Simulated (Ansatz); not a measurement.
The cell below belongs to a search over invented structures; it isn't taken from experiment.

Input and command of a plane-wave DFT calculation in Ansatz:

```yaml
crystal:
  lattice:
    - [6.80506004, 0.0, 0.0]
    - [-3.40253002, 5.89335487, 0.0]
    - [0.0, 0.0, 5.87303698]
  atoms:
    - { symbol: Ca, position: [0.16445827, 0.32891655, 0.25] }
    - { symbol: Ca, position: [0.83554173, 0.16445827, 0.75] }
    - { symbol: Ca, position: [0.32891655, 0.16445827, 0.75] }
    - { symbol: Ca, position: [0.67108345, 0.83554173, 0.25] }
    - { symbol: Ca, position: [0.16445827, 0.83554173, 0.25] }
    - { symbol: Ca, position: [0.83554173, 0.67108345, 0.75] }
    - { symbol: Tl, position: [0.0, 0.0, 0.0] }
    - { symbol: Tl, position: [0.0, 0.0, 0.5] }
    - { symbol: Rh, position: [0.33333333, 0.66666667, 0.75] }
    - { symbol: Rh, position: [0.66666667, 0.33333333, 0.25] }
basis:
  ecutwfc: 420
kpoints:
  mp_grid: { grid: [3, 3, 3] }
hamiltonian:
  xc: pbe
scf:
  occupations: { method: gaussian, width: 0.2 }
  lower_state_search: "off"
output:
  forces: true
  stress: true
  eigenvalues: true
relax:
  adjacent_minimum: "off"
  f_tol: 0.08
  max_steps: 16
  cell: { stress_tol: 0.8 }
```

```bash
ansatz run input.yaml --threads 1 --pin off --max-ram 2560MiB --backend cpu --events-out ev --progress --plain --runs-dir out
```

Processor: Intel(R) Xeon(R) Processor @ 2.70GHz, 1 thread, on a host shared with other jobs.

**Question.** Estimate time, memory and problem size.

**Answer.** About 2.9 min, peak memory 0.63 GiB. It solves 72 bands at 6 k points (after reduction by symmetry) with about 6431 plane waves (on the last cell), in 93 SCF iterations over 13 ionic steps.
